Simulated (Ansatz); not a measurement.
Starting structure of a cell relaxation (symmetry kept):

```
CELL_PARAMETERS angstrom
3.31940 0.00000 0.00000
-1.65970 2.87469 0.00000
0.00000 0.00000 14.58196
ATOMIC_POSITIONS crystal
Zr 0.33333 0.66667 0.08676
Zr 0.66667 0.33333 0.58676
Zr 0.66667 0.33333 0.91324
Zr 0.33333 0.66667 0.41324
Al 0.33333 0.66667 0.75000
Al 0.66667 0.33333 0.25000
C 0.00000 0.00000 0.00000
C 0.00000 0.00000 0.50000
```

Method: DFT PBEsol, scalar-relativistic, plane waves, PAW (Ansatz).

Plane waves to 420 eV, a k mesh through Γ of 12×12×4 on the computed 8-atom cell and Gaussian smearing (0.10 eV); no spin polarisation.

What does it relax to?

The volume decreases by 0.39 Å³/atom to 17.01 Å³/atom, and the energy falls by 4.9 meV/atom. Final structure:
```
Zr Al C
1.0
     3.28978    0.00000    0.00000
    -1.64489    2.84903    0.00000
     0.00000    0.00000   14.51603
Zr Al C
4 2 2
Direct
  0.33333 0.66667 0.08636
  0.66667 0.33333 0.58636
  0.66667 0.33333 0.91364
  0.33333 0.66667 0.41364
  0.33333 0.66667 0.75000
  0.66667 0.33333 0.25000
  0.00000 0.00000 0.00000
  0.00000 0.00000 0.50000
```

Cost: 1 run of about 1.8 core-minutes, on Arm Neoverse V1 (shared hosts).